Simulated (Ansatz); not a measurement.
This run works on a generated trial structure, not on a known crystal.

Input and command of a plane-wave DFT calculation in Ansatz:

```yaml
crystal:
  lattice:
    - [-1.95604857, 2.48915011, 3.83877806]
    - [1.95604857, -2.48915011, 3.83877806]
    - [1.95604857, 2.48915011, -3.83877806]
  atoms:
    - { symbol: Zr, position: [0.73316328, 0.5, 0.23316328] }
    - { symbol: Zr, position: [0.26683672, 0.5, 0.76683672] }
    - { symbol: Si, position: [0.0, 0.0, 0.0] }
    - { symbol: C, position: [0.29845947, 0.79845947, 0.5] }
    - { symbol: C, position: [0.70154053, 0.20154053, 0.5] }
basis:
  ecutwfc: 420
kpoints:
  mp_grid: { grid: [6, 6, 6] }
hamiltonian:
  xc: pbe
scf:
  occupations: { method: gaussian, width: 0.1 }
  lower_state_search: "off"
output:
  forces: true
  stress: true
  eigenvalues: true
relax:
  adjacent_minimum: "off"
  f_tol: 0.04
  max_steps: 70
  cell: { stress_tol: 0.4 }
```

```bash
ansatz run input.yaml --threads 1 --pin off --max-ram 2560MiB --backend cpu --events-out ev --progress --plain --runs-dir out
```

Processor: Arm Neoverse V2, 1 thread, on a host shared with other jobs.

Q: Estimate time, memory and problem size.

A: About 79 s, peak memory 0.4 GiB. It solves 23 bands at 46 k points (after reduction by symmetry) with about 1169 plane waves (on the last cell), in 103 SCF iterations over 18 ionic steps.
